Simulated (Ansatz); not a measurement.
Here is the system:

ScPtN₂:
Space group R-3m, hexagonal axes (No. 166); a = 3.241 Å, b = 3.241 Å, c = 17.916 Å, α = 90.00°, β = 90.00°, γ = 120.00°

```csv
atom,site,symmetry,x,y,z
Sc,3b,-3m,0.0000,0.0000,0.5000
Pt,3a,-3m,0.0000,0.0000,0.0000
N,6c,3m,0.0000,0.0000,0.1045
```
(The calculation used a cell of 4 atoms; values per cell refer to that cell.)

This is the r²SCAN-relaxed structure.

All from the program Ansatz at the r²SCAN level (PAW), unless another level is named. Predict the electronic character.

metallic (no gap).

And the density of states at the Fermi level?

1.1 states/eV per atom (mean over ±0.08 eV).

Give the formation energy from the elements (no fitted shifts).

-0.32 eV/atom.

The start of the workflow was typed in or built on a structure type; neither database checked (COD, Materials Project) lists it. Whether it is the stable phase at ambient conditions was not checked. The cell was relaxed with r²SCAN under the symmetry of its start; its stability against distortions is not shown here. The run is not spin-polarised. With an odd number of electrons in the cell and no spin polarisation, the count alone makes it a metal. The references are the lowest solids computed at this level, not always the standard phases (solids in place of the gases). Spin–orbit coupling is left out wherever it is not named.

Potentials: the earlier of the program's two PAW sets. The files were generated under PBE; for other functionals the program regenerates the frozen cores, and for LDA and PBEsol the local potential too.
